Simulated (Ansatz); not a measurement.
4 guesses for GdAl2N3 and where they end

Computed with Ansatz 0.2.0, DFT PBE, scalar-relativistic, plane waves, PAW. Settings: cutoff 420 eV, Γ-centred meshes spaced at most about 0.3 Å⁻¹, and about 0.25 Å⁻¹ or finer for metals (2π included), Gaussian smearing. Collinear spin in cells that started with moments and kept them past the coarse steps, no spin elsewhere.

Each guess was relaxed in cell and atoms at zero pressure, within the symmetry of its start. Temperature and zero-point effects are left out. Coordination counts N atoms around Al and Gd (those within 1.25 times the shortest such distance or 1.15 times the sum of covalent radii, 1.27 where that leaves under three; a plus sign parts nearer from farther groups).

```csv
guess,made from,start group,V start (Å³/atom),end group,V end (Å³/atom),coordination at the end,gap on mesh (eV),largest moment (μB),E over the lowest end (meV/atom)
1,Er2GeRh3 type,R-3m,14.2,R-3m,18.1,"Gd 6, Al 3",0,6.8,8
2,EuAl2Ag3 type,P6/mmm,15.4,P6/mmm,11.0,"Gd 12, Al 6",0,6.8,0
3,random cell,P4mm,17.4,?,?,?,?,?,?
4,random cell,P4/mmm,11.0,P4/mmm,36.0,"Gd 2, Al 2",0,6.1,1034
```

Guess 3 as it starts:

```xyz
6
Lattice="4.1904 0.0000 0.0000 0.0000 4.1904 0.0000 0.0000 0.0000 5.9319" Properties=species:S:1:pos:R:3 pbc="T T T"
Gd    2.0952    2.0952    3.9933
Al    2.0952    0.0000    2.4297
Al    0.0000    2.0952    2.4297
N     2.0952    2.0952    1.9587
N     2.0952    0.0000    0.2410
N     0.0000    2.0952    0.2410
```

Question: Fill in the missing row: what does this guess relax into, and where does it rank?

Answer: It ends in space group P4mm (No. 99), with a = 3.878 Å, c = 6.212 Å, 15.6 Å³/atom and no gap, with moments up to 6.7 μB. It lies 84 meV/atom over the lowest end, above guess 1 and below guess 4. Counting N atoms around Al and Gd, this end has Gd 4+1, Al 1+2 and the lowest (guess 2) has Gd 12, Al 6.

```
CELL_PARAMETERS angstrom
3.87821 0.00000 0.00000
0.00000 3.87821 0.00000
0.00000 0.00000 6.21186
ATOMIC_POSITIONS crystal
Gd 0.50000 0.50000 0.83598
Al 0.50000 0.00000 0.30772
Al 0.00000 0.50000 0.30772
N 0.50000 0.50000 0.42175
N 0.50000 0.00000 0.01534
N 0.00000 0.50000 0.01534
```

Formation energies are uncorrected and refer to the elements' standard structures at the same level (N₂ as a molecule).

Question: Is the lowest end bound against the elements?

Answer: Yes: its formation energy is −0.31 eV/atom. A negative formation energy is needed for stability but isn't enough: competing phases decide.

The k mesh leaves some 4 meV/atom of noise in the energy of each metallic cell. The 4f shell of Gd is treated without a Hubbard U, which places its levels poorly. Another magnetic order may lie lower. Cells relaxed within their symmetry can be saddle points. A lower structure may well exist outside this small set. Some candidate types were left out of the draw beforehand, so a known form may be missing.
